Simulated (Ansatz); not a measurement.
Li2BrF, ordered on the rocksalt lattice (R-3m) with 4 atoms a cell, relaxed with r2SCAN: 8 runs in the PAW code Ansatz, each a construction of maximally localised Wannier functions. The symmetry is R-3m (No. 166, trigonal); conventional cell a = 3.471 Å, c = 16.405 Å, 14.26 Å³ an atom. F has 6 Li at 2.28 Å; Br has 6 Li at 2.59 Å; Li has 3 F at 2.28 Å and 3 Br at 2.59 Å. All values are calculated for a non-magnetic cell, which may be hypothetical.

```
F Br Li
1.0
     1.73538    1.00192    5.46846
    -1.73538    1.00192    5.46846
     0.00000   -2.00384    5.46846
F Br Li
1 1 2
Direct
  0.00000 0.00000 0.00000
  0.50000 0.50000 0.50000
  0.26702 0.26702 0.26702
  0.73298 0.73298 0.73298
```

Windows count from the top of the filled bands; a dash means that no such window was set (without an outer window there is no disentanglement).

```
functional  SCF mesh        trial orbitals  functions   mesh  window (eV)  frozen (eV)  Ω total (Å²)  Ω invariant (Å²)  largest spread (Å²)  least projectability  interpolation miss of the model's filled bands (eV, to the nearest computed level)
       PBE     6×6×6  F s, F p, Br s, Br p          8  6×6×6            –            –          6.90              5.62                 1.25                  0.97                                                                               0.015
       PBE     6×6×6  F s, F p, Br s, Br p          8  8×8×8            –            –          6.99              5.72                 1.26                  0.97                                                                               0.004
       PBE     6×6×6             F p, Br p          6  6×6×6            –            –          6.84              6.81                 1.68                  0.93                                                                               0.014
    r2SCAN     6×6×6  F s, F p, Br s, Br p          8  6×6×6            –            –          6.72              5.45                 1.22                  0.97                                                                               0.012
    r2SCAN     6×6×6             F p, Br p          6  6×6×6            –            –          6.66              6.64                 1.65                  0.93                                                                               0.011
     HSE06     6×6×6             F p, Br p          6  6×6×6            –            –          6.67              6.64                 1.65                  0.93                                                                                   –
```

Problem. Estimate from these rows what the further settings give.

| functional | SCF mesh | trial orbitals | functions | mesh | window (eV) | frozen (eV) |
| --- | --- | --- | --- | --- | --- | --- |
| HSE06 | 6×6×6 | F s, F p, Br s, Br p | 8 | 6×6×6 | – | – |
| PBE | 6×6×6 | F s, F p, Br s, Br p | 8 | 4×4×4 | – | – |

Solution.
```
functional  SCF mesh        trial orbitals  functions   mesh  window (eV)  frozen (eV)  Ω total (Å²)  Ω invariant (Å²)  largest spread (Å²)  least projectability  interpolation miss of the model's filled bands (eV, to the nearest computed level)
     HSE06     6×6×6  F s, F p, Br s, Br p          8  6×6×6            –            –          6.72              5.44                 1.22                  0.97                                                                                   –
       PBE     6×6×6  F s, F p, Br s, Br p          8  4×4×4            –            –          6.63              5.38                 1.20                  0.97                                                                               0.074
```

A dash in the last column means that the miss wasn't evaluated.

For F s, F p, Br s, Br p with PBE the spread goes 6.63 Å² (4×4×4), 6.90 Å² (6×6×6), 6.99 Å² (8×8×8): finite differences on a coarse mesh understate it.

Spin-orbit coupling is left out.
